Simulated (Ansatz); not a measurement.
LaLuO3:
Space group Pm-3m (No. 221); a = b = c = 4.153 Å, α = β = γ = 90.00°

```csv
atom,site,symmetry,x,y,z
La,1a,m-3m,0.0000,0.0000,0.0000
Lu,1b,m-3m,0.5000,0.5000,0.5000
O,3c,4/mm.m,0.0000,0.5000,0.5000
```

Relaxed with LDA.

### Question
Decompose the optical modes at the zone centre into irreducible representations, and say which are infrared and Raman allowed.

### Answer
Point group m-3m: Γ_opt = 3T1u + T2u. Infrared: T1u. Raman: none.

### Question
Assign frequencies (DFPT, DFT-LDA in the program Ansatz with PAW potentials; without the LO–TO term).

### Answer
T2u 236i, T1u 223i, T1u 141, T1u 669 cm⁻¹.

A made-up cell: these elements were put on the sites of a structure type; neither database checked (COD, Materials Project) lists it. Whether it is the stable phase at ambient conditions was not checked. The LDA relaxation kept the symmetry of its start. At this level the phase is dynamically unstable (imaginary phonons). Spin–orbit coupling is left out wherever it is not named.

Potentials: the later of the program's two PAW sets.
